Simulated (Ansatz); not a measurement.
Here is the system:

NaTaO₃:
```cif
data_Na4O12Ta4
_chemical_formula_sum 'Na4 Ta4 O12'
_space_group_name_H-M_alt 'P 1'
_space_group_IT_number 1
_cell_length_a 5.52497
_cell_length_b 7.78186
_cell_length_c 5.46553
_cell_angle_alpha 90.000
_cell_angle_beta 90.000
_cell_angle_gamma 90.000
loop_
_space_group_symop_operation_xyz
  'x, y, z'
loop_
_atom_site_label
_atom_site_type_symbol
_atom_site_fract_x
_atom_site_fract_y
_atom_site_fract_z
_atom_site_occupancy
Na1 Na 0.97760 0.75000 0.99632 1
Na2 Na 0.02240 0.25000 0.00368 1
Na3 Na 0.52240 0.25000 0.49632 1
Na4 Na 0.47760 0.75000 0.50368 1
Ta1 Ta 0.00000 0.50000 0.50000 1
Ta2 Ta 0.50000 0.50000 0.00000 1
Ta3 Ta 0.50000 0.00000 0.00000 1
Ta4 Ta 0.00000 0.00000 0.50000 1
O1 O 0.78592 0.46631 0.21325 1
O2 O 0.21408 0.53369 0.78675 1
O3 O 0.71408 0.53369 0.71325 1
O4 O 0.28592 0.46631 0.28675 1
O5 O 0.28592 0.03369 0.28675 1
O6 O 0.71408 0.96631 0.71325 1
O7 O 0.21408 0.96631 0.78675 1
O8 O 0.78592 0.03369 0.21325 1
O9 O 0.51250 0.75000 0.06596 1
O10 O 0.48750 0.25000 0.93404 1
O11 O 0.98750 0.25000 0.56596 1
O12 O 0.01250 0.75000 0.43404 1
```

This is the PBEsol-relaxed structure.

Question: All from PBEsol in the plane-wave PAW code Ansatz, unless another level is named. Give the Young's modulus.

Answer: 226 GPa.

Question: Give the vibrational entropy at 300 K.

Answer: 22.9 J/(K·mol of atoms).

Space group Pnma. The first step of the workflow began from a Materials Project structure, measured or hypothetical; the Crystallography Open Database files this formula in space group No. 62, but the cells were not matched. Its standing as an ambient phase is unchecked. The cell was relaxed with PBEsol under the symmetry of its start; phonons on a q-mesh show no instability. The run is not spin-polarised. Scalar-relativistic: spin–orbit coupling is off unless named, which matters more the heavier the elements.

Potentials: the later of the program's two PAW sets.
